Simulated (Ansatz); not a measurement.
CaHI:
Space group P4/nmm, origin choice 1 (No. 129); a = 4.004 Å, b = 4.004 Å, c = 8.925 Å, α = 90.00°, β = 90.00°, γ = 90.00°

| atom | site | symmetry | x | y | z |
|---|---|---|---|---|---|
| Ca | 2c | 4mm | 0.0000 | 0.5000 | 0.1361 |
| H | 2a | -4m2 | 0.0000 | 0.0000 | 0.0000 |
| I | 2c | 4mm | 0.5000 | 0.0000 | 0.3132 |

Relaxed with r²SCAN+D4. r²SCAN+D4 (plane waves, PAW; program Ansatz) gives a gap of 3.76 eV.

Problem. What gap does HSE06 give on the same cell (Ansatz, PAW)?

Solution. 4.23 eV, 0.46 eV more. The hybrid was solved on a coarser mesh and at special points; the gap given is the minimum over both.

```json
[
 {"k": "Γ", "v1 r²SCAN+D4": "-0.41", "c1 r²SCAN+D4": "4.03", "v1 HSE06": "(withheld)", "c1 HSE06": "(withheld)"},
 {"k": "Z", "v1 r²SCAN+D4": "0.00", "c1 r²SCAN+D4": "3.98", "v1 HSE06": "0.00", "c1 HSE06": "4.59"},
 {"k": "M", "v1 r²SCAN+D4": "-1.34", "c1 r²SCAN+D4": "3.76", "v1 HSE06": "-1.40", "c1 HSE06": "4.23"},
 {"k": "A", "v1 r²SCAN+D4": "-1.37", "c1 r²SCAN+D4": "4.44", "v1 HSE06": "(withheld)", "c1 HSE06": "(withheld)"},
 {"k": "R", "v1 r²SCAN+D4": "-0.36", "c1 r²SCAN+D4": "4.69", "v1 HSE06": "(withheld)", "c1 HSE06": "(withheld)"},
 {"k": "X", "v1 r²SCAN+D4": "-0.36", "c1 r²SCAN+D4": "4.32", "v1 HSE06": "(withheld)", "c1 HSE06": "(withheld)"}
]
```

Problem. Top valence (v1) and lowest conduction level (c1) in eV from each method's valence maximum (which need not be a listed point): supply the withheld HSE06 values.

Solution. 
- A, v1 HSE06: -1.43
- A, c1 HSE06: 4.93
- Γ, v1 HSE06: -0.42
- Γ, c1 HSE06: 4.66
- R, v1 HSE06: -0.35
- R, c1 HSE06: 5.44
- X, v1 HSE06: -0.35
- X, c1 HSE06: 4.98

Cost on shared cores: the r²SCAN+D4 run (SCF on a 7×7×3 mesh, then bands and DOS) very roughly 90 core-seconds, the HSE06 run (SCF on 4×4×2, then a few points) very roughly 110 core-seconds; the tasks are unlike.

The first step of the workflow began from a Materials Project structure, measured or hypothetical; the Crystallography Open Database files this formula in space group No. 129, but the cells were not matched. Its standing as an ambient phase is unchecked. The cell was relaxed with r²SCAN+D4 under the symmetry of its start; its stability against distortions is not shown here. Spin–orbit coupling is left out wherever it is not named.

Potentials: the later of the program's two PAW sets.
